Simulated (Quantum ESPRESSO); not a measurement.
AlGe2N3S, input and log of a self-consistent run

A calculation, not a measurement. The program is pw.x of Quantum ESPRESSO 7.5 (plane-wave density functional theory). The cell is made up: 7 atoms on a zincblende/diamond lattice with one site empty, with randomly drawn elements, strain and displacements, not relaxed. PseudoDojo standard norm-conserving files (v0.5 for PBE, v0.4.1 for LDA and PBEsol) set the functional; there is no spin polarisation, spin-orbit coupling or dispersion term, and the masses in the input are unused placeholders.

Input:

```
&control calculation='scf', pseudo_dir='./dojo.nc.sr.pbe.v0_5.standard.upf', outdir='./o', disk_io='low', tprnfor=.true., tstress=.true. /
&system ibrav=0, nat=7, ntyp=4, nbnd=32, ecutwfc=105.61755193, nosym=.true., tot_charge=0,
 occupations='smearing', smearing='fd', degauss=0.0018374661
/
&electrons conv_thr=7.350e-09, electron_maxstep=60, /
ATOMIC_SPECIES
Al 1.0 Al.upf
Ge 1.0 Ge.upf
N 1.0 N.upf
S 1.0 S.upf
CELL_PARAMETERS angstrom
4.6844 0.0157 -0.0453
0.0157 4.6002 0.0713
-0.0453 0.0713 4.6467
ATOMIC_POSITIONS angstrom
Al -0.0414 2.1905 2.3324
Ge 2.4368 0.0107 2.2384
Ge 2.3792 2.2801 -0.0415
N 1.1422 1.1683 1.2165
S 1.1638 3.4929 3.5871
N 3.4599 1.1392 3.4656
N 3.4912 3.4881 1.1473
K_POINTS automatic
6 6 6 1 1 1
```

The log is shortened where brackets say so; the opening notice, blank lines, dates and the lines on written files are dropped, and the path of the files is cut. It prints rydbergs, bohrs and kilobars, and counts compression as positive stress. With no partly filled state, the Fermi energy that it prints is only some level between the filled and the empty states on the mesh, and need not lie in the true gap.

```
     Program PWSCF v.7.5
     Parallel version (MPI & OpenMP), running on       4 processor cores
     Number of MPI processes:                 4
     Threads/MPI process:                     1
     [start-up lines left out]
     bravais-lattice index     =            0
     lattice parameter (alat)  =       8.8527  a.u.
     unit-cell volume          =     675.4952 (a.u.)^3
     number of atoms/cell      =            7
     number of atomic types    =            4
     number of electrons       =        52.00
     number of Kohn-Sham states=           32
     kinetic-energy cutoff     =     105.6176  Ry
     charge density cutoff     =     422.4702  Ry
     scf convergence threshold =      7.3E-09
     mixing beta               =       0.7000
     number of iterations used =            8  plain     mixing
     Exchange-correlation= PBE
                           (   1   4   3   4   0   0   0)
     [axes and pseudopotential details left out]
   Cartesian axes
     site n.     atom                  positions (alat units)
         1        Al     tau(   1) = (  -0.0088374   0.4675914   0.4978819  )
         2        Ge     tau(   2) = (   0.5201674   0.0022841   0.4778163  )
         3        Ge     tau(   3) = (   0.5078720   0.4867177  -0.0088587  )
         4        N      tau(   4) = (   0.2438178   0.2493892   0.2596781  )
         5        S      tau(   5) = (   0.2484286   0.7456061   0.7657143  )
         6        N      tau(   6) = (   0.7385618   0.2431774   0.7397785  )
         7        N      tau(   7) = (   0.7452432   0.7445814   0.2449065  )
     number of k points=   108  Fermi-Dirac smearing, width (Ry)=  0.0018
     Number of k-points >= 100: set verbosity='high' to print them.
     Dense  grid:    99053 G-vectors     FFT dimensions: (  60,  60,  60)
     Estimated max dynamical RAM per process >     283.53 MB
     Estimated total dynamical RAM >       1.04 GB
     Initial potential from superposition of free atoms
     starting charge      51.9959, renormalised to      52.0000
     Starting wfcs are   38 randomized atomic wfcs
     total cpu time spent up to now is        3.5 secs
     per-process dynamical memory:   238.6 Mb
     Self-consistent Calculation
     iteration #  1     ecut=   105.62 Ry     beta= 0.70
     Davidson diagonalization with overlap
     ethr =  1.00E-02,  avg # of iterations =  3.1
     total cpu time spent up to now is       10.3 secs
     total energy              =    -445.12027550 Ry
     estimated scf accuracy    <       1.89735613 Ry
     iteration #  2     ecut=   105.62 Ry     beta= 0.70
     Davidson diagonalization with overlap
     ethr =  3.65E-03,  avg # of iterations =  4.3
     total cpu time spent up to now is       17.1 secs
     total energy              =    -445.11403795 Ry
     estimated scf accuracy    <       4.93181724 Ry
     iteration #  3     ecut=   105.62 Ry     beta= 0.70
     Davidson diagonalization with overlap
     ethr =  3.65E-03,  avg # of iterations =  2.8
     total cpu time spent up to now is       22.9 secs
     total energy              =    -446.05690758 Ry
     estimated scf accuracy    <       0.07409610 Ry
     iteration #  4     ecut=   105.62 Ry     beta= 0.70
     Davidson diagonalization with overlap
     ethr =  1.42E-04,  avg # of iterations =  4.8
     total cpu time spent up to now is       30.1 secs
     total energy              =    -446.07903732 Ry
     estimated scf accuracy    <       0.02716829 Ry
     iteration #  5     ecut=   105.62 Ry     beta= 0.70
     Davidson diagonalization with overlap
     ethr =  5.22E-05,  avg # of iterations =  2.7
     total cpu time spent up to now is       35.8 secs
     total energy              =    -446.08075599 Ry
     estimated scf accuracy    <       0.01436224 Ry
     [iterations 6 to 7 left out]
     iteration #  8     ecut=   105.62 Ry     beta= 0.70
     Davidson diagonalization with overlap
     ethr =  3.92E-07,  avg # of iterations =  2.0
     total cpu time spent up to now is       53.2 secs
     total energy              =    -446.08343118 Ry
     estimated scf accuracy    <       0.00004874 Ry
     iteration #  9     ecut=   105.62 Ry     beta= 0.70
     Davidson diagonalization with overlap
     ethr =  9.37E-08,  avg # of iterations =  2.0
     total cpu time spent up to now is       58.5 secs
     total energy              =    -446.08344064 Ry
     estimated scf accuracy    <       0.00000203 Ry
     iteration # 10     ecut=   105.62 Ry     beta= 0.70
     Davidson diagonalization with overlap
     ethr =  3.90E-09,  avg # of iterations =  4.0
     total cpu time spent up to now is       64.8 secs
     total energy              =    -446.08344095 Ry
     estimated scf accuracy    <       0.00000135 Ry
     iteration # 11     ecut=   105.62 Ry     beta= 0.70
     Davidson diagonalization with overlap
     ethr =  2.60E-09,  avg # of iterations =  2.0
     total cpu time spent up to now is       70.0 secs
     total energy              =    -446.08344104 Ry
     estimated scf accuracy    <       0.00000016 Ry
     iteration # 12     ecut=   105.62 Ry     beta= 0.70
     Davidson diagonalization with overlap
     ethr =  3.00E-10,  avg # of iterations =  2.8
     total cpu time spent up to now is       75.6 secs
     End of self-consistent calculation
     Number of k-points >= 100: set verbosity='high' to print the bands.
     the Fermi energy is     8.4807 ev
!    total energy              =    -446.08344108 Ry
     estimated scf accuracy    <          3.5E-09 Ry
     smearing contrib. (-TS)   =      -0.00000000 Ry
     internal energy E=F+TS    =    -446.08344108 Ry
     The total energy is F=E-TS. E is the sum of the following terms:
     one-electron contribution =    -222.21117725 Ry
     hartree contribution      =     143.75262632 Ry
     xc contribution           =    -114.08294162 Ry
     ewald contribution        =    -253.54194853 Ry
     convergence has been achieved in  12 iterations
     Forces acting on atoms (cartesian axes, Ry/au):
     atom    1 type  1   force =    -0.07954610   -0.05572623   -0.08559119
     atom    2 type  2   force =     0.05416753    0.11299479   -0.11116796
     atom    3 type  2   force =     0.19598133   -0.22701914    0.22916776
     atom    4 type  3   force =     0.06541018    0.01269234    0.00481198
     atom    5 type  4   force =    -0.22501326    0.17534489   -0.04161115
     atom    6 type  3   force =    -0.00798354    0.03922980   -0.02814767
     atom    7 type  3   force =    -0.00301614   -0.05751644    0.03253824
     Total force =     0.530684     Total SCF correction =     0.000155
     Computing stress (Cartesian axis) and pressure
          total   stress  (Ry/bohr**3)                   (kbar)     P=        2.03
   0.00026479  -0.00003373   0.00069112           38.95       -4.96      101.67
  -0.00003373  -0.00002998  -0.00084651           -4.96       -4.41     -124.53
   0.00069112  -0.00084651  -0.00019331          101.67     -124.53      -28.44
     init_run     :      3.27s CPU      3.38s WALL (       1 calls)
     electrons    :     71.94s CPU     72.17s WALL (       1 calls)
     forces       :      0.98s CPU      1.00s WALL (       1 calls)
     stress       :      3.52s CPU      3.53s WALL (       1 calls)
     [timing details left out]
     PWSCF        :   1m19.81s CPU   1m20.22s WALL
     JOB DONE.
```

In other units: free energy -6069.274 eV for the cell, pressure 0.20 GPa, largest force component 5.892 eV/Å. This run is the check on a run of the same cell at 1143 eV and a 4 x 4 x 4 mesh: rerunning at 1437 eV and a 6 x 6 x 6 mesh moved values by no more than 0.004 eV in energy, 0.02 GPa in stress and 0.002 eV/Å in force.